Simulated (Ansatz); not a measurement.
CaTlBr₃:
```yaml
crystal:
  lattice:
    - [2.12180, -7.00974, 0.00000]
    - [2.12180, 7.00974, 0.00000]
    - [0.00000, 0.00000, 10.84297]
  atoms:
    - { symbol: Ca, position: [0.00000, 0.00000, 0.00000] }
    - { symbol: Ca, position: [0.00000, 0.00000, 0.50000] }
    - { symbol: Tl, position: [0.25673, 0.74327, 0.25000] }
    - { symbol: Tl, position: [0.74327, 0.25673, 0.75000] }
    - { symbol: Br, position: [0.63580, 0.36420, 0.04932] }
    - { symbol: Br, position: [0.36420, 0.63580, 0.95068] }
    - { symbol: Br, position: [0.36420, 0.63580, 0.54932] }
    - { symbol: Br, position: [0.63580, 0.36420, 0.45068] }
    - { symbol: Br, position: [0.93400, 0.06600, 0.25000] }
    - { symbol: Br, position: [0.06600, 0.93400, 0.75000] }
```

Relaxed with r²SCAN+D4.

**Question.** Map the valence electron density (e/Å³), cut off at 0.8 on the plane through (0.000, 0.000, 0.000) spanned by u = [0, 0, 1] and v = [1, -1, 0] in lattice vectors, from the program Ansatz at the r²SCAN+D4 level (PAW).

**Answer.** x is the fraction of u, y of v (the angle between them is 90°; rows are the nearest grid lines); atoms in the plane: Ca at (0.00, 0.00), Ca at (0.50, 0.00), Tl at (0.25, 0.26), Tl at (0.75, 0.74), Br at (0.05, 0.64), Br at (0.95, 0.36), Br at (0.55, 0.36), Br at (0.45, 0.64), Br at (0.25, 0.93), Br at (0.75, 0.07).
```
y \ x   0.000  0.100  0.175  0.275  0.375  0.450  0.550  0.625  0.725  0.825  0.900   1.00
------  -----  -----  -----  -----  -----  -----  -----  -----  -----  -----  -----  -----
1.00    0.800  0.237  0.312  0.665  0.130  0.800  0.800  0.130  0.665  0.312  0.237  0.800
0.925   0.243  0.103  0.800  0.500  0.211  0.117  0.118  0.023  0.023  0.020  0.032  0.243
0.850   0.023  0.023  0.140  0.308  0.041  0.016  0.029  0.029  0.086  0.048  0.028  0.023
0.775   0.021  0.020  0.019  0.025  0.018  0.023  0.020  0.118  0.800  0.800  0.049  0.021
0.700   0.514  0.500  0.075  0.025  0.291  0.789  0.160  0.104  0.800  0.628  0.068  0.514
0.625   0.800  0.800  0.166  0.029  0.800  0.173  0.454  0.039  0.052  0.033  0.077  0.800
0.550   0.236  0.215  0.037  0.012  0.132  0.335  0.088  0.018  0.022  0.016  0.027  0.236
0.450   0.236  0.027  0.016  0.022  0.018  0.088  0.335  0.132  0.012  0.037  0.215  0.236
0.375   0.800  0.077  0.033  0.052  0.039  0.454  0.173  0.800  0.029  0.166  0.800  0.800
0.300   0.514  0.068  0.628  0.800  0.104  0.160  0.789  0.291  0.025  0.075  0.500  0.514
0.225   0.021  0.049  0.800  0.800  0.118  0.020  0.023  0.018  0.025  0.019  0.020  0.021
0.150   0.023  0.028  0.048  0.086  0.029  0.029  0.016  0.041  0.308  0.140  0.023  0.023
0.0750  0.243  0.032  0.020  0.023  0.023  0.118  0.117  0.211  0.500  0.800  0.103  0.243
0.000   0.800  0.237  0.312  0.665  0.130  0.800  0.800  0.130  0.665  0.312  0.237  0.800
```

The density is the valence pseudo-density with augmentation charge, so density and ELF within about 1 Å of a nucleus are not all-electron values.

Space group Cmcm. The first step of the workflow began from a Materials Project structure, measured or hypothetical; the Crystallography Open Database copy checked does not list it. Whether it is the stable phase at ambient conditions was not checked. The r²SCAN+D4 relaxation kept the symmetry of its start; whether a distortion lowers the energy is not shown. Spin–orbit coupling is left out wherever it is not named.

Potentials: the later of the program's two PAW sets.
